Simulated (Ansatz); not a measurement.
Two-dimensional strain map in Ca

Method: Ansatz, DFT LDA, scalar-relativistic, plane waves, PAW. Cutoff 420 eV, Γ-centred 14×14×14 k-points, Gaussian smearing of 0.15 eV. No spin polarisation. Energies are free energies at this smearing, counted from the undisturbed cell; pressure is positive in compression.

The starting cell (as given, not relaxed at this level; it stands at -1.2 GPa; this simple cubic form isn't the usual structure):

```
Ca
1.0
     3.48866    0.00000    0.00000
     0.00000    3.48866    0.00000
     0.00000    0.00000    3.48866
Ca
1
Direct
  0.00000 0.00000 0.00000
```

The cell is strained by p along both x and y and by q along z, fractional coordinates fixed. Points are written (p, q).

Energy above the undisturbed cell in meV/atom (a dash: not computed):

```csv
p \ q,-0.050,-0.025,0.000,0.025,0.050
-0.050,-16.2,-14.9,-5.9,9.5,30.4
-0.025,-14.8,–,-9.9,–,21.2
0.000,0.0,-4.3,0.0,10.9,27.1
0.025,26.4,–,21.0,–,44.8
0.050,61.9,51.5,51.2,–,71.9
```

Pressure in GPa:

```
 p \ q  -0.050  -0.025  0.000  0.025  0.050
-0.050     0.5     0.2   -0.1   -0.2   -0.4
-0.025    -0.1       –   -0.7      –   -1.0
 0.000    -0.6    -0.9   -1.2   -1.4   -1.5
 0.025    -1.0       –   -1.6      –   -1.9
 0.050    -1.3    -1.6   -1.8      –   -2.1
```